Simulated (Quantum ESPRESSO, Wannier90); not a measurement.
# Ag (fcc (Cu type)), plane waves to Wannier functions

```yaml
crystal:
  lattice:
    - [0.00000, 2.05218, 2.05218]
    - [2.05218, 0.00000, 2.05218]
    - [2.05218, 2.05218, 0.00000]
  atoms:
    - { symbol: Ag, position: [0.00000, 0.00000, 0.00000] }
```

Structure: Materials Project mp-124, symmetrised, not relaxed again. This is the element's usual structure. Method: LDA plane waves in Quantum ESPRESSO 7.5 (PseudoDojo norm-conserving files, 69 Ry, no spin polarisation, no spin-orbit coupling), Bloch states on a 10×10×10 mesh through Γ, Wannier90 4.0.1. Density: 18×18×18 mesh, cold smearing 0.01 Ry.

Base run: 9 functions from bands 5-21 of the 21 computed, start hydrogen-like Ag: s;p;d, frozen window up to 1.50 eV relative to the Fermi level, outer window open. One setting was then changed (edges relative to the Fermi level; misfit to pw.x on a path, for states up to 1.0 eV relative to the Fermi level).

| run | Ω_I (Å²) | rms misfit (meV) | worst (meV) |
|---|---|---|---|
| base | 6.76 | 7.8 | 132 |
| changed | 8.38 | 1.7 | 13 |

Task: Which change was made?
(A) frozen window to 1.00 eV
(B) only the lowest 13 of the kept bands
(C) frozen window to 5.50 eV
(D) no frozen window
(E) frozen window to 3.50 eV

Result: B, only the lowest 13 of the kept bands. The others give:

```tsv
run	Ω_I (Å²)	rms misfit (meV)	worst (meV)
frozen window to 3.50 eV	6.85	1.9	14
frozen window to 5.50 eV	7.00	1.6	8.4
frozen window to 1.00 eV	6.75	8.3	136
no frozen window	6.45	459	1468
```
